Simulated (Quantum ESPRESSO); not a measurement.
Al3Ta3RuAg, one run as intended and one with a planted mistake

Computed values, not a measurement. The program is pw.x of Quantum ESPRESSO 7.5 (plane-wave density functional theory). The cell is made up: eight metal atoms on a face-centred cubic lattice, with elements, volume, strain and displacements drawn at random and not relaxed, so it may be unstable or far from any real phase. PseudoDojo standard norm-conserving files set the functional (PBE unless stated); there is no spin polarisation or spin-orbit coupling, the Fermi-Dirac width of 0.25 eV means electrons at about 2900 K, and the masses in the input are unused placeholders. Heavy elements are run without spin-orbit coupling, which real alloys of them have. A spin test at this wide smearing found no moment, but such smearing suppresses magnetism that the real alloy may have.

Intended input:

```
&control calculation='scf', pseudo_dir='./dojo.nc.sr.pbe.v0_5.standard.upf', outdir='./o', disk_io='minimal', tprnfor=.true., tstress=.true. /
&system ibrav=0, nat=8, ntyp=4, nbnd=55, ecutwfc=84.00895049, nosym=.true., tot_charge=0,
 occupations='smearing', smearing='fd', degauss=0.0183746611
/
&electrons conv_thr=1.470e-08, electron_maxstep=70, mixing_beta=0.5 /
ATOMIC_SPECIES
Ag 1.0 Ag.upf
Al 1.0 Al.upf
Ru 1.0 Ru.upf
Ta 1.0 Ta.upf
CELL_PARAMETERS angstrom
0.007 0.0175 -4.2441
4.1146 0.0433 -0.007
-0.0867 -8.5063 0.0349
ATOMIC_POSITIONS angstrom
Al -0.0398 0.0066 -0.0257
Ta -0.0259 -4.1981 -0.0315
Al 2.0049 -2.0778 0.0106
Ta 2.0257 -6.3668 -0.1623
Ta 0.0986 -2.1036 -2.0747
Ru 0.063 -6.4563 -2.0298
Ag 2.0093 0.0535 -1.9668
Al 2.1272 -4.1056 -2.1044
K_POINTS automatic
6 6 3 1 1 1
```

The log is shortened where brackets say so; the opening notice, blank lines, dates and the lines on written files are dropped, and the path of the files is cut. It prints rydbergs, bohrs and kilobars, and counts compression as positive stress. Its total energy is the free energy E - TS of the whole cell.

Log of the intended run:

```
     Program PWSCF v.7.5
     Parallel version (MPI & OpenMP), running on       4 processor cores
     Number of MPI processes:                 4
     Threads/MPI process:                     1
     [start-up lines left out]
     bravais-lattice index     =            0
     lattice parameter (alat)  =       8.0203  a.u.
     unit-cell volume          =    1002.2947 (a.u.)^3
     number of atoms/cell      =            8
     number of atomic types    =            4
     number of electrons       =        83.00
     number of Kohn-Sham states=           55
     kinetic-energy cutoff     =      84.0090  Ry
     charge density cutoff     =     336.0358  Ry
     scf convergence threshold =      1.5E-08
     mixing beta               =       0.5000
     number of iterations used =            8  plain     mixing
     Exchange-correlation= PBE
                           (   1   4   3   4   0   0   0)
     [axes and pseudopotential details left out]
   Cartesian axes
     site n.     atom                  positions (alat units)
         1        Al     tau(   1) = (  -0.0093776   0.0015551  -0.0060554  )
         2        Ta     tau(   2) = (  -0.0061025  -0.9891517  -0.0074220  )
         3        Al     tau(   3) = (   0.4723923  -0.4895689   0.0024976  )
         4        Ta     tau(   4) = (   0.4772932  -1.5001384  -0.0382409  )
         5        Ta     tau(   5) = (   0.0232320  -0.4956479  -0.4888385  )
         6        Ru     tau(   6) = (   0.0148440  -1.5212263  -0.4782592  )
         7        Ag     tau(   7) = (   0.4734290   0.0126056  -0.4634152  )
         8        Al     tau(   8) = (   0.5012085  -0.9673569  -0.4958364  )
     number of k points=    54  Fermi-Dirac smearing, width (Ry)=  0.0184
                       cart. coord. in units 2pi/alat
        k(    1) = (   0.0867028  -0.0843833  -0.0835391), wk =   0.0370370
        k(    2) = (   0.0832043   0.2482853  -0.0821731), wk =   0.0370370
     [further k points left out]
     Dense  grid:   104289 G-vectors     FFT dimensions: (  48,  45,  96)
     Estimated max dynamical RAM per process >     326.79 MB
     Estimated total dynamical RAM >       1.20 GB
     Initial potential from superposition of free atoms
     starting charge      82.9887, renormalised to      83.0000
     Starting wfcs are   62 randomized atomic wfcs
     total cpu time spent up to now is        5.1 secs
     per-process dynamical memory:   251.0 Mb
     Self-consistent Calculation
     iteration #  1     ecut=    84.01 Ry     beta= 0.50
     Davidson diagonalization with overlap
     ethr =  1.00E-02,  avg # of iterations =  3.0
     total cpu time spent up to now is       15.9 secs
     total energy              =    -915.74369416 Ry
     estimated scf accuracy    <       1.71575598 Ry
     iteration #  2     ecut=    84.01 Ry     beta= 0.50
     Davidson diagonalization with overlap
     ethr =  2.07E-03,  avg # of iterations =  3.5
     total cpu time spent up to now is       28.5 secs
     total energy              =    -914.50980755 Ry
     estimated scf accuracy    <      30.97451441 Ry
     [iterations 3 to 14 left out]
     iteration # 15     ecut=    84.01 Ry     beta= 0.50
     Davidson diagonalization with overlap
     ethr =  3.12E-11,  avg # of iterations =  2.1
     total cpu time spent up to now is      160.2 secs
     total energy              =    -916.72157747 Ry
     estimated scf accuracy    <       0.00000004 Ry
     iteration # 16     ecut=    84.01 Ry     beta= 0.50
     Davidson diagonalization with overlap
     ethr =  3.12E-11,  avg # of iterations =  1.0
     total cpu time spent up to now is      168.8 secs
     End of self-consistent calculation
     [lines on levels left out]
!    total energy              =    -916.72157747 Ry
     estimated scf accuracy    <          4.3E-10 Ry
     smearing contrib. (-TS)   =      -0.09133884 Ry
     internal energy E=F+TS    =    -916.63023864 Ry
     The total energy is F=E-TS. E is the sum of the following terms:
     one-electron contribution =    -430.47033849 Ry
     hartree contribution      =     245.76649534 Ry
     xc contribution           =    -175.10590986 Ry
     ewald contribution        =    -556.82048561 Ry
     convergence has been achieved in  16 iterations
     Forces acting on atoms (cartesian axes, Ry/au):
     atom    1 type  2   force =     0.00936760    0.01602719    0.01373063
     atom    2 type  4   force =     0.02488281   -0.01685799    0.00876828
     atom    3 type  2   force =     0.02152236   -0.00131380    0.00844691
     atom    4 type  4   force =    -0.00861893    0.04556261    0.02647950
     atom    5 type  4   force =    -0.04567125   -0.00678859   -0.01283322
     atom    6 type  3   force =    -0.02024723    0.02722695    0.00487366
     atom    7 type  1   force =     0.02899614   -0.02703508   -0.03618132
     atom    8 type  2   force =    -0.01023150   -0.03682129   -0.01328443
     Total force =     0.113536     Total SCF correction =     0.000039
     Computing stress (Cartesian axis) and pressure
          total   stress  (Ry/bohr**3)                   (kbar)     P=     -129.39
  -0.00083482  -0.00013081   0.00003073         -122.81      -19.24        4.52
  -0.00013081  -0.00062296   0.00007291          -19.24      -91.64       10.72
   0.00003073   0.00007291  -0.00118104            4.52       10.72     -173.74
     init_run     :      4.71s CPU      4.95s WALL (       1 calls)
     electrons    :    159.93s CPU    163.73s WALL (       1 calls)
     forces       :      2.03s CPU      2.05s WALL (       1 calls)
     stress       :      7.11s CPU      7.32s WALL (       1 calls)
     [timing details left out]
     PWSCF        :   2m53.94s CPU   2m58.23s WALL
     JOB DONE.
```

A second run has one planted mistake: one atom is of a wrong element. The input lines that differ:

```
- &system ibrav=0, nat=8, ntyp=4, nbnd=55, ecutwfc=84.00895049, nosym=.true., tot_charge=0,
+ &system ibrav=0, nat=8, ntyp=5, nbnd=54, ecutwfc=84.00895049, nosym=.true., tot_charge=0,
+ Hf 1.0 Hf.upf
- Ta 0.0986 -2.1036 -2.0747
+ Hf 0.0986 -2.1036 -2.0747
```

Its log:

```
     Program PWSCF v.7.5
     Parallel version (MPI & OpenMP), running on       4 processor cores
     Number of MPI processes:                 4
     Threads/MPI process:                     1
     [start-up lines left out]
     bravais-lattice index     =            0
     lattice parameter (alat)  =       8.0203  a.u.
     unit-cell volume          =    1002.2947 (a.u.)^3
     number of atoms/cell      =            8
     number of atomic types    =            5
     number of electrons       =        82.00
     number of Kohn-Sham states=           54
     kinetic-energy cutoff     =      84.0090  Ry
     charge density cutoff     =     336.0358  Ry
     scf convergence threshold =      1.5E-08
     mixing beta               =       0.5000
     number of iterations used =            8  plain     mixing
     Exchange-correlation= PBE
                           (   1   4   3   4   0   0   0)
     [axes and pseudopotential details left out]
   Cartesian axes
     site n.     atom                  positions (alat units)
         1        Al     tau(   1) = (  -0.0093776   0.0015551  -0.0060554  )
         2        Ta     tau(   2) = (  -0.0061025  -0.9891517  -0.0074220  )
         3        Al     tau(   3) = (   0.4723923  -0.4895689   0.0024976  )
         4        Ta     tau(   4) = (   0.4772932  -1.5001384  -0.0382409  )
         5        Hf     tau(   5) = (   0.0232320  -0.4956479  -0.4888385  )
         6        Ru     tau(   6) = (   0.0148440  -1.5212263  -0.4782592  )
         7        Ag     tau(   7) = (   0.4734290   0.0126056  -0.4634152  )
         8        Al     tau(   8) = (   0.5012085  -0.9673569  -0.4958364  )
     number of k points=    54  Fermi-Dirac smearing, width (Ry)=  0.0184
                       cart. coord. in units 2pi/alat
        k(    1) = (   0.0867028  -0.0843833  -0.0835391), wk =   0.0370370
        k(    2) = (   0.0832043   0.2482853  -0.0821731), wk =   0.0370370
     [further k points left out]
     Dense  grid:   104289 G-vectors     FFT dimensions: (  48,  45,  96)
     Estimated max dynamical RAM per process >     329.71 MB
     Estimated total dynamical RAM >       1.21 GB
     Initial potential from superposition of free atoms
     starting charge      81.9877, renormalised to      82.0000
     Starting wfcs are   62 randomized atomic wfcs
     total cpu time spent up to now is        5.1 secs
     per-process dynamical memory:   257.5 Mb
     Self-consistent Calculation
     iteration #  1     ecut=    84.01 Ry     beta= 0.50
     Davidson diagonalization with overlap
     ethr =  1.00E-02,  avg # of iterations =  2.9
     total cpu time spent up to now is       15.5 secs
     total energy              =    -898.21047747 Ry
     estimated scf accuracy    <       1.99891862 Ry
     iteration #  2     ecut=    84.01 Ry     beta= 0.50
     Davidson diagonalization with overlap
     ethr =  2.44E-03,  avg # of iterations =  4.3
     total cpu time spent up to now is       27.8 secs
     total energy              =    -896.87072071 Ry
     estimated scf accuracy    <      37.42168059 Ry
     [iterations 3 to 12 left out]
     iteration # 13     ecut=    84.01 Ry     beta= 0.50
     Davidson diagonalization with overlap
     ethr =  1.69E-09,  avg # of iterations =  1.3
     total cpu time spent up to now is      136.0 secs
     total energy              =    -899.38857223 Ry
     estimated scf accuracy    <       0.00000004 Ry
     iteration # 14     ecut=    84.01 Ry     beta= 0.50
     Davidson diagonalization with overlap
     ethr =  4.58E-11,  avg # of iterations =  4.6
     total cpu time spent up to now is      147.1 secs
     End of self-consistent calculation
     [lines on levels left out]
!    total energy              =    -899.38857224 Ry
     estimated scf accuracy    <          6.2E-09 Ry
     smearing contrib. (-TS)   =      -0.08822272 Ry
     internal energy E=F+TS    =    -899.30034952 Ry
     The total energy is F=E-TS. E is the sum of the following terms:
     one-electron contribution =    -428.64613208 Ry
     hartree contribution      =     244.68079932 Ry
     xc contribution           =    -174.21088565 Ry
     ewald contribution        =    -541.12413111 Ry
     convergence has been achieved in  14 iterations
     Forces acting on atoms (cartesian axes, Ry/au):
     atom    1 type  2   force =     0.00926588    0.02926212    0.01555886
     atom    2 type  5   force =     0.02213215   -0.04807661    0.01118890
     atom    3 type  2   force =     0.02834176   -0.00231678    0.00948055
     atom    4 type  5   force =    -0.00955967    0.04053099    0.02657107
     atom    5 type  3   force =    -0.05101689    0.02656554   -0.01916389
     atom    6 type  4   force =    -0.01928882    0.02984044    0.00474761
     atom    7 type  1   force =     0.02855580   -0.02333414   -0.03588529
     atom    8 type  2   force =    -0.00843021   -0.05247156   -0.01249781
     Total force =     0.134306     Total SCF correction =     0.000240
     Computing stress (Cartesian axis) and pressure
          total   stress  (Ry/bohr**3)                   (kbar)     P=      -92.10
  -0.00063413  -0.00012743   0.00003272          -93.28      -18.75        4.81
  -0.00012743  -0.00035273   0.00006981          -18.75      -51.89       10.27
   0.00003272   0.00006981  -0.00089139            4.81       10.27     -131.13
     init_run     :      4.76s CPU      4.97s WALL (       1 calls)
     electrons    :    141.26s CPU    142.00s WALL (       1 calls)
     forces       :      1.90s CPU      1.92s WALL (       1 calls)
     stress       :      6.62s CPU      6.80s WALL (       1 calls)
     [timing details left out]
     PWSCF        :   2m34.67s CPU   2m35.87s WALL
     JOB DONE.
```

```
                                            intended run  run with the mistake
                          free energy (eV)    -12472.632            -12236.805
         entropy term -TS, part of it (eV)        -1.243                -1.200
                            pressure (GPa)        -12.94                 -9.21
size of the largest force component (eV/Å)         1.174                 1.349
largest change of a force component (eV/Å)                               0.858
                                iterations            16                    14
```

For scale, a rerun of the intended cell at a higher cutoff and on a denser mesh moved values by no more than 0.003 eV in energy, 0.02 GPa in stress and 0.006 eV/Å in force, and a second program with other atomic files agreed on that cell to 2 % rms in force and 0.5 GPa in pressure. Files of another functional or element have another zero of energy, so the energy change says nothing on stability. The number of bands, nbnd, was set by rule from the electron count, so it follows the mistake.